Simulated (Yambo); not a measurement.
Yambo run on CaTiF6 (space group R-3m, No. 166, within 0.06 Å of Fm-3m). The wavefunctions are LDA (Quantum ESPRESSO, PseudoDojo norm-conserving, 84 Ry, without SOC) ones on a 2×2×2 mesh (32 occupied bands); a = b = c = 5.8453 Å, α = β = γ = 59.76°.

Yambo input:

```
rim_cut
HF_and_locXC
RandQpts= 1000000
RandGvec= 1 Ry
EXXRLvcs= 84 Ry
VXCRLvcs= 336 Ry
% QPkrange
 1 | 1 | 32 | 33 |
 2 | 2 | 32 | 33 |
 3 | 3 | 32 | 33 |
 4 | 4 | 32 | 33 |
%
```

k points by index: 1 = Γ, 2 = L, 3 = F, 4 = Z.

The o-*.hf file then holds:

```
#    K-point    Band    Eo [eV]    Ehf [eV]    Vxc [eV]    Vnlxc [eV]
#
    1    32    0.000000    -7.806106    -22.68010    -30.48620
    1    33    4.823234    13.11715    -20.98245    -12.68854
    2    32    -0.139587    -7.958513    -22.42194    -30.24087
    2    33    4.950509    13.22060    -21.44351    -13.17342
    3    32    -0.003836    -7.809378    -22.66884    -30.47438
    3    33    4.829825    13.15127    -20.98193    -12.66049
    4    32    -0.133405    -7.951624    -22.43216    -30.25038
    4    33    4.949992    13.22025    -21.44657    -13.17631
```
Exchange alone, without screening.

Geometry of the Materials Project entry, not relaxed at this level.
